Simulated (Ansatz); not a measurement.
AlNi:
```cif
data_Al4Ni4
_chemical_formula_sum 'Ni4 Al4'
_space_group_name_H-M_alt 'Fm-3m'
_space_group_IT_number 225
_space_group_name_Hall '-F 4 2 3'
_cell_length_a 4.80017
_cell_length_b 4.80017
_cell_length_c 4.80017
_cell_angle_alpha 90.000
_cell_angle_beta 90.000
_cell_angle_gamma 90.000
loop_
_atom_site_label
_atom_site_type_symbol
_atom_site_symmetry_multiplicity
_atom_site_Wyckoff_symbol
_atom_site_fract_x
_atom_site_fract_y
_atom_site_fract_z
_atom_site_occupancy
Ni1 Ni 4 a 0.00000 0.00000 0.00000 1
Al1 Al 4 b 0.50000 0.50000 0.50000 1
```
(The calculation used a cell of 2 atoms; values per cell refer to that cell.)

Relaxed with PBEsol.

### Question
Decompose the optical modes at the zone centre into irreducible representations, and say which are infrared and Raman allowed.

### Answer
Point group m-3m: Γ_opt = T1u. Infrared: T1u. Raman: none.

### Question
Assign frequencies (DFPT, the program Ansatz at the PBEsol level (PAW)).

### Answer
T1u 286 cm⁻¹.

The start of the workflow was typed in or built on a structure type; neither database checked (COD, Materials Project) lists it. It is not the phase usual at ambient conditions (space group No. 221). The PBEsol relaxation kept the symmetry of its start. At this level the phase is mechanically unstable. The workflow began spin-polarised and lost its moments. As this level gives no gap, phonon frequencies hold no LO–TO term and depend on the k-mesh and smearing (Fermi–Dirac, 0.1 eV here).

Potentials: the later of the program's two PAW sets.
